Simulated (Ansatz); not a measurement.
The start is a relaxed CoSn cell with one Sn and one Co atom exchanged in a cell of 6 atoms. A full variable-cell relaxation at zero pressure is run with PBE (plane waves to 420 eV, PAW, scalar-relativistic; Ansatz, a program for electronic structure). The first steps use a coarse 7×7×8 k-mesh.

The start:
```
CELL_PARAMETERS angstrom
      5.29399     0.00000     0.00000
     -2.64700     4.58473     0.00000
      0.00000     0.00000     4.23543
ATOMIC_POSITIONS crystal
  Sn 0.50000 0.00000 0.00000
  Co 0.50000 0.50000 0.00000
  Co 0.00000 0.50000 0.00000
  Sn 0.00000 0.00000 0.00000
  Sn 0.33333 0.66667 0.50000
  Co 0.66667 0.33333 0.50000
```

Q: How much energy is released per atom?

A: About 0.37 eV/atom.

Q: How does the volume per atom move from start to end?

A: +5.4 %, from 17.13 to 18.06 Å³/atom.

Q: Does it find its way back to the structure it was made from?

A: It does not go back: it is caught in Cmmm (No. 65), 0.30 eV/atom above the parent.

Q: How do the shortest distances between atoms change?

A: The closest pairs of elements (up to four, under 3.6 Å), start → end: Co–Sn 2.61 → 2.50 Å; Sn–Sn 2.61 → 3.02 Å; Co–Co 2.61 → 2.65 Å.

Q: What band gap does the relaxed structure have at this level?

A: No gap (metallic).

Q: The last rounds were run with spin polarisation. What moments result?

A: Net 0.37 μB/atom, ferromagnetic.

Q: What does it relax into? Give the structure.

A: 
```cif
data_Co6Sn6
_chemical_formula_sum 'Sn6 Co6'
_space_group_name_H-M_alt 'Cmmm'
_space_group_IT_number 65
_space_group_name_Hall '-C 2 2'
_cell_length_a 5.98530
_cell_length_b 8.65060
_cell_length_c 4.18682
_cell_angle_alpha 90.000
_cell_angle_beta 90.000
_cell_angle_gamma 90.000
loop_
_space_group_symop_operation_xyz
  'x, y, z'
  '-x, -y, -z'
  '-x, -y, z'
  'x, y, -z'
  'x, -y, -z'
  '-x, y, z'
  '-x, y, -z'
  'x, -y, z'
  'x+1/2, y+1/2, z'
  '-x+1/2, -y+1/2, -z'
  '-x+1/2, -y+1/2, z'
  'x+1/2, y+1/2, -z'
  'x+1/2, -y+1/2, -z'
  '-x+1/2, y+1/2, z'
  '-x+1/2, y+1/2, -z'
  'x+1/2, -y+1/2, z'
loop_
_atom_site_label
_atom_site_type_symbol
_atom_site_symmetry_multiplicity
_atom_site_Wyckoff_symbol
_atom_site_fract_x
_atom_site_fract_y
_atom_site_fract_z
_atom_site_occupancy
Sn1 Sn 4 i 0.00000 0.27487 0.00000 1
Co1 Co 4 g 0.22976 0.00000 0.00000 1
Sn2 Sn 2 d 0.50000 0.50000 0.50000 1
Co2 Co 2 c 0.00000 0.50000 0.50000 1
```
(The calculation used a cell of 6 atoms; values per cell refer to that cell.)

Final values are on a 10×10×11 k-mesh of the relaxed cell. The first round had no spin; a later round switched it on. Spin state reached: ferromagnetic (net 0.37 μB/atom); other spin orders were not run from this start.

The run could not lose the symmetry of its start, so the end can be a saddle point.

The relaxed structure here is a generated cell of CoSn: the first start was made by placing the elements on the sites of a structure type, and the end was not matched to a known phase here, so it may be hypothetical. Known forms of CoSn include space group No. 191.
